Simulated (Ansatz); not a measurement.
Crystals of one structure type (Cu3Au type) and one family of elements, relaxed and computed with LDA in the plane-wave PAW code Ansatz.

| crystal | K_Hill (GPa) | G_Hill (GPa) |
|---|---|---|
| ZrRh3 | 255 | ? |
| HfRh3 | 264 | 134 |
| TiRh3 | 278 | 150 |
| ZrIr3 | 313 | 172 |

**Question.** Fit a straight line to ln G against ln K and predict the withheld value.

**Answer.** Least squares on the 3 shown rows: ln G = 1.41 × ln K + (-2.948), with a scatter of 2 %. For ZrRh3 this gives 130. The run itself gave 130, within the scatter.

Standing as an ambient phase not checked: ZrRh3, Cu3Au type; HfRh3, Cu3Au type; TiRh3, Cu3Au type; ZrIr3, Cu3Au type. All cells were relaxed under the symmetry of their starts (and spin orders); stability against distortions was not tested throughout. Rows with no word on spin ran without spin polarisation. Scalar-relativistic: spin–orbit coupling is off unless named, which matters more the heavier the elements.

Potentials: the later of the program's two PAW sets.
